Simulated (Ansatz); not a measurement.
**BaTiO3: opening a crack plane**

BaTiO3, Pm-3m, a = 4.004 Å. The structure is a COD entry; whether it is the stable form wasn't checked. Ansatz: r2SCAN+U, PAW, 500 eV, Γ-centred 6×6×2 mesh on 15 atoms, Gaussian smearing 0.05 eV; U_eff Ti 4.00 eV; no spin polarisation. One cut on (100) per cell of 15 atoms is opened rigidly by x, between planes of O+Ti and Ba+O that stand 2.00 Å apart; y is the energy per area (16.029 Å², 1 eV/Å² = 16.02 J/m²).

| x (Å) | y (J/m²) |
| --- | --- |
| 0.00 | 0.000 |
| 0.25 | 0.241 |
| 0.50 | 0.683 |
| 0.75 | 1.117 |
| 1.00 | ? |
| 1.50 | 1.966 |
| 2.00 | 2.227 |
| 3.00 | 2.428 |
| 4.50 | 2.491 |
| 6.00 | 2.505 |

**Question.** Fit the universal binding curve y = W[1 − (1 + x/l) e^(−x/l)] to the other rows, give the peak stress, and predict the missing value.

**Answer.** Least squares gives W = 2.48 J/m² and l = 0.498 Å. The stress dy/dx peaks at x = l with W/(e l) = 18.3 GPa, for rigid faces. At x = 1.00: x/l = 2.008, y = 1.478 J/m². The run gave 1.478 J/m², the same to the digits shown.

Symmetry holds off the tilts and polar distortions that many cubic perovskites undergo.

Cost: 12 runs of about 16 core-minutes in all, on Arm Neoverse V2 (shared hosts).